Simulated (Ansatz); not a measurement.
Rh (fcc, Cu type)

Space group Fm-3m (No. 225); a = 3.8301 Å, b = 3.8301 Å, c = 3.8301 Å, α = 90.00°, β = 90.00°, γ = 90.00°

```
atom  site  symmetry       x       y       z
----  ----  --------  ------  ------  ------
Rh      4a      m-3m  0.0000  0.0000  0.0000
```
(The calculation used a cell of 1 atom; values per cell refer to that cell.)

The volume is varied about the relaxed value V₀ at fixed cell shape. Symmetry pins the atoms to their sites.

Calculation: PBE (plane waves to 420 eV, PAW, scalar-relativistic; Ansatz, a program for electronic structure). k mesh 21×21×21 (Γ-centred), Fermi-Dirac smearing 0.05 eV. E stands for the smeared free energy. Stress and pressure are positive under compression. Rh is run without spin polarisation. Rh was relaxed with its symmetry unable to fall. The zero of ΔE is the relaxed starting cell.

**Question.** Estimate the ΔE (kJ/mol of atoms) and P (GPa) for V/V₀ = 0.840, 0.904, 0.936, 1.032, 1.064, 1.096, 1.128, 1.160.

**Answer.** 
```csv
V/V₀,ΔE (kJ/mol of atoms),P (GPa)
0.840,39.7,70.0
0.904,12.3,33.6
0.936,5.1,20.2
1.032,1.0,-7.5
1.064,3.9,-13.6
1.096,8.3,-18.5
1.128,13.9,-22.6
1.160,20.4,-25.8
```

(A scan under strain: stresses follow from slopes of the energy per volume, elastic moduli from its curvatures.)
